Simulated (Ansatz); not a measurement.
How much do the gradients of CdPtC6N6 depend on the method?

Cell: a COD entry, its atoms then relaxed with PBE in this cell.

Space group Fm-3m (No. 225); a = 10.9228 Å.

```csv
site,Wyckoff,site symmetry,x,y,z
Cd,4b,m-3m,0.5000,0.5000,0.5000
Pt,4a,m-3m,0.0000,0.0000,0.0000
C,24e,4m.m,0.5000,0.8166,0.5000
N,24e,4m.m,0.5000,0.7107,0.5000
```

One atom of each set is listed; the run and its k-mesh use a cell of 14 atoms with edges of 7.72, 7.72, 7.72 Å.

First run. The numbers come from a DFT calculation in Ansatz (PBE, plane waves and PAW, scalar-relativistic, 420 eV cutoff, Γ-centred 5×5×5 k-points, Fermi–Dirac smearing 0.05 eV).

```tsv
site	V_zz (10²¹ V/m²)	η
C	-3.82	0.00
N	-5.89	0.00
```

Second run. The same atoms and settings, except that the functional is r2SCAN and the cutoff is 500 eV.

Task: What does the second run give?

Result: 

```json
{"site": "C", "V_zz": "-4.19", "η": "0.00", "change of V_zz": "-0.37"}
{"site": "N", "V_zz": "-6.18", "η": "0.00", "change of V_zz": "-0.29"}
```

The largest change of V_zz is on C, from -3.82 to -4.19. In per cent, |V_zz| changes by +9 on C, +5 on N (all sites that start above 0.5). Sites without a gradient aren't listed.

Without spin–orbit coupling the gradients at and beside Pt can be off by some per cent, at some sites by more. The database entry as given showed forces above 3 eV/Å or a pressure above 30 GPa, though relaxing it moves no atom far.
For the second run: The largest force is 0.9 eV/Å, so the atoms aren't at the calculated equilibrium and relaxing them would move these values.
